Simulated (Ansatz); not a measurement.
# Ta: a vibration from a frozen displacement

All numbers below come from DFT PBEsol, scalar-relativistic, plane waves, PAW in Ansatz 0.2.0. The runs took a 420 eV cutoff, a Γ-centred 10×10×10 mesh and Gaussian smearing (0.15 eV). Spin–orbit coupling is left out, which matters for the heavy elements here. No spin polarisation. Energies are free energies at this smearing, counted from the undisturbed cell; pressure is positive in compression.

Zero of the scan (as given, not relaxed at this level; it stands at -5.9 GPa; this fcc form isn't the usual structure):

```
Ta
1.0
     0.00000    4.22000    4.22000
     4.22000    0.00000    4.22000
     4.22000    4.22000    0.00000
Ta
8
Direct
  0.00000 0.00000 0.00000
  0.00000 0.00000 0.50000
  0.00000 0.50000 0.00000
  0.00000 0.50000 0.50000
  0.50000 0.00000 0.00000
  0.50000 0.00000 0.50000
  0.50000 0.50000 0.00000
  0.50000 0.50000 0.50000
```

Atom 1 (Ta) is moved by x along the Cartesian unit vector (-0.707, -0.707, 0.000); the cell and all other atoms stay fixed. The cell's volume is 150.30 Å³; the moved atoms weigh 180.948 u together and the others 1266.635 u. Some rows repeat others by symmetry and weren't run.

```
  x (Å)  ΔE (meV/cell) total force on the moved atoms along the move (eV/Å) pressure (GPa)
-0.3000         331.62                                                2.1827         -4.6923
-0.2500         231.30                                                1.8303         -5.0627
-0.2000         148.62                                                1.4762         -5.3695
-0.1500          83.82                                                1.1144         -5.6106
-0.1000          37.29                                                0.7454         -5.7836
-0.0500           9.33                                                0.3731         -5.8876
 0.0000           0.00                                                0.0000         -5.9220
 0.0500           9.33                                               -0.3731         -5.8876
 0.1000          37.29                                               -0.7454         -5.7836
 0.1500          83.82                                               -1.1144         -5.6106
 0.2000         148.62                                               -1.4762         -5.3695
 0.2500         231.30                                               -1.8303         -5.0627
 0.3000         331.62                                               -2.1827         -4.6923
```

Task: What frequency belongs to this motion?

Result: The force constant is k = −dF/dx = 7.461 eV/Å², from the parabola through x = -0.0500, 0 and 0.0500. In every cell the moved atoms swing against the rest, so the mass is μ = m₁m₂/(m₁ + m₂) = 158.329 u, and ν̃ = 521.5 cm⁻¹ × √(|k|/μ) = 113 cm⁻¹, at this cell's pressure of -5.9 GPa. The pattern needn't be a normal mode: ν̃² is then a weighted mean of the squared nonzero frequencies at the zone centre of this cell, so it lies between the lowest and the highest of them.

Task: How far does the harmonic law reach?

Result: At x = -0.300 Å, kx²/2 = 335.76 meV against the computed 331.62 meV (-1.2 %): the well is still close to harmonic there.

Task: The pressure changes with x². What does that say about the frequency under compression?

Result: With E = k(V)x²/2, k ∝ V^(−2γ) and x scaling with the cell as V^(1/3), P − P0 = −∂E/∂V = (2γ − 2/3) ΔE/V. At x = 0.1000 Å, V(P − P0) = 150.30 × 0.13836 / 160.2 eV = 129.80 meV and ΔE = 37.29 meV, so γ = 1/3 + V(P − P0)/(2ΔE) = 2.07. This is the Grüneisen parameter of the motion under uniform scaling of the cell: shrinking the cell evenly by 1 % in volume raises the frequency by about 2.07 %.

In a metal these slopes depend on the k mesh and the smearing.